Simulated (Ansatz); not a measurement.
CdSiN2:
```xyz
4
Lattice="1.4488 0.8365 5.9645 -1.4488 0.8365 5.9645 0.0000 -1.6729 5.9645" Properties=species:S:1:pos:R:3 pbc="T T T"
Cd     0.0000     0.0000     8.9467
Si     0.0000     0.0000     0.0000
N      0.0000     0.0000    10.9964
N      0.0000     0.0000     6.8971
```

Relaxed with r²SCAN+D4.

Q: Give the Bader charges and basin volumes of the independent atoms, plane-wave PAW r²SCAN+D4 (Ansatz code).

A: 

```json
[
 {"atom": "Cd1", "Bader charge (e)": "+0.73", "Bader volume (Å³)": "15.8"},
 {"atom": "Si2", "Bader charge (e)": "+3.14", "Bader volume (Å³)": "3.1"},
 {"atom": "N3", "Bader charge (e)": "-1.94", "Bader volume (Å³)": "12.2"}
]
```

Space group R-3m. The start of the workflow was typed in or built on a structure type; neither database checked (COD, Materials Project) lists it. Its standing as an ambient phase is unchecked. The r²SCAN+D4 relaxation kept the symmetry of its start; its stability against distortions is not shown here. The volume moved by -44 % from the start of the relaxation.

Potentials: the later of the program's two PAW sets.
